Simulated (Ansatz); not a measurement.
The elements of this relaxed trial sheet are hidden behind letters. This is a two-dimensional sheet: the third axis spans vacuum and isn't periodic.

```
lattice vectors (Å)
   3.4353    0.0000    0.0000
   0.0000    3.4353    0.0000
   0.0000    0.0000   32.4745
fractional positions
X 0.0000 0.0000 0.2771
Z 0.0000 0.0000 0.3476
Z 0.0000 0.0000 0.2067
Z 0.5000 0.5000 0.2771
```

Method: DFT PBE, scalar-relativistic, plane waves, PAW in Ansatz. Plane waves to 420 eV, a 14×14×1 mesh through Γ for the 4-atom cell and 0.10 eV Gaussian smearing; no spin polarisation.

* Layer group: p4/mmm (No. 61)
* In-plane cell: a = 3.435 Å, b = 3.435 Å, γ = 90.0°
* Area per atom: 2.95 Å²
* Thickness between the outermost nuclei: 4.58 Å
* Formation energy: +0.28 eV/atom
* Gap on the 14×14×1 mesh of the 4-atom cell: 0 eV (a metal)

Energies are uncorrected and count from the elements' standard states at the same level.

Task: X is a d-block element of period 6 and Z is a p-block element of period 3. Which elements are they?

Result: X = W, Z = S, so the formula is WS3. W at height 2.29 Å has 6 S at 2.29–2.43 Å; S at height 4.58 Å has 1 W at 2.29 Å; S at height 2.29 Å has 4 W at 2.43 Å. Other elements may fit the hints; this set was computed.

These runs have no spin–orbit coupling, which can matter for W. A structure relaxed within its symmetry needn't be a true minimum.
